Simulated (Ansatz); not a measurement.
SrNbO3 (cubic perovskite, space group No. 221) at seven volumes, LDA in the plane-wave PAW code Ansatz, scaled uniformly. One row is withheld.

| V (Å³/atom) | P (GPa) |
|---|---|
| 11.519 | 23.59 |
| 11.898 | 14.43 |
| 12.278 | 6.64 |
| 12.658 | 0.01 |
| 13.038 | ? |
| 13.417 | -10.42 |
| 13.797 | -14.49 |

**Question.** Fit the shown pressures and predict the withheld one.

**Answer.** Third-order Birch–Murnaghan: P = (3/2)B₀(x^(7/2) − x^(5/2))[1 + (3/4)(B′ − 4)(x − 1)] with x = (V₀/V)^(2/3). Least squares on the six rows gives V₀ = 12.659 Å³/atom, B₀ = 203.2 GPa, B′ = 4.38. At V = 13.038, x = 0.9805 and P = -5.62 GPa. The run itself gave -5.63 GPa.

Space group Pm-3m (cubic perovskite). The workflow started from a Materials Project entry (that database holds measured and hypothetical structures alike); the Crystallography Open Database copy checked does not list it. COD files the formula under space group No. 62. Whether it is the stable phase at ambient conditions was not checked. The LDA relaxation kept the symmetry of its start; whether a distortion lowers the energy is not shown. The run is not spin-polarised.

Potentials: the later of the program's two PAW sets.
